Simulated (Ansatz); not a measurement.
Cu3Ge:
```xyz
4
Lattice="2.6995 0.0000 0.0000 -1.3498 2.3379 0.0000 0.0000 0.0000 8.1767" Properties=species:S:1:pos:R:3 pbc="T T T"
Cu     0.0000     0.0000     4.0883
Cu     1.3498     0.7793     6.0709
Cu     1.3498     0.7793     2.1058
Ge     0.0000     0.0000     0.0000
```

Relaxed with r²SCAN.

Task: Map the valence electron density (e/Å³), cut off at 2 on the plane through (0.000, 0.000, 0.500) spanned by u = [0, 0, 1] and v = [1, -1, 0] in lattice vectors, from DFT-r²SCAN in the program Ansatz with PAW potentials.

Result: x is the fraction of u, y of v (the angle between them is 90°; rows are the nearest grid lines); atoms in the plane: Cu at (0.00, 0.00), Cu at (0.24, 0.67), Cu at (0.76, 0.67), Ge at (0.50, 0.00).
```
y \ x   0.000  0.100  0.175  0.275  0.375  0.450  0.550  0.625  0.725  0.825  0.900   1.00
------  -----  -----  -----  -----  -----  -----  -----  -----  -----  -----  -----  -----
1.00     2.00  0.921  0.206  0.190  0.410   2.00   2.00  0.410  0.190  0.206  0.921   2.00
0.913    2.00  0.538  0.230  0.239  0.359   2.00   2.00  0.359  0.239  0.230  0.538   2.00
0.826   0.936  0.291  0.501   1.07  0.288  0.513  0.513  0.288   1.07  0.501  0.291  0.936
0.783   0.342  0.257   1.23   2.00  0.280  0.347  0.347  0.280   2.00   1.23  0.257  0.342
0.696   0.194  0.260   2.00   2.00  0.302  0.238  0.238  0.302   2.00   2.00  0.260  0.194
0.609   0.198  0.251   2.00   2.00  0.288  0.245  0.245  0.288   2.00   2.00  0.251  0.198
0.522   0.214  0.206  0.638   1.64  0.222  0.265  0.265  0.222   1.64  0.638  0.206  0.214
0.478   0.208  0.180  0.309  0.485  0.191  0.257  0.257  0.191  0.485  0.309  0.180  0.208
0.391   0.174  0.143  0.162  0.174  0.144  0.213  0.213  0.144  0.174  0.162  0.143  0.174
0.304   0.167  0.137  0.150  0.157  0.136  0.202  0.202  0.136  0.157  0.150  0.137  0.167
0.217   0.321  0.179  0.177  0.190  0.184  0.323  0.323  0.184  0.190  0.177  0.179  0.321
0.174   0.920  0.239  0.193  0.204  0.231  0.495  0.495  0.231  0.204  0.193  0.239  0.920
0.0870   2.00  0.526  0.207  0.203  0.349   2.00   2.00  0.349  0.203  0.207  0.526   2.00
0.000    2.00  0.921  0.206  0.190  0.410   2.00   2.00  0.410  0.190  0.206  0.921   2.00
```

The density is the valence pseudo-density with augmentation charge, so density and ELF within about 1 Å of a nucleus are not all-electron values.

Space group P-6m2. The workflow started from a Materials Project entry (that database holds measured and hypothetical structures alike); the Crystallography Open Database copy checked does not list it. Its standing as an ambient phase is unchecked. The r²SCAN relaxation kept the symmetry of its start; whether a distortion lowers the energy is not shown. The run is not spin-polarised. Its formation energy is positive at this level, so the cell may be metastable or incomplete.

Potentials: the later of the program's two PAW sets.
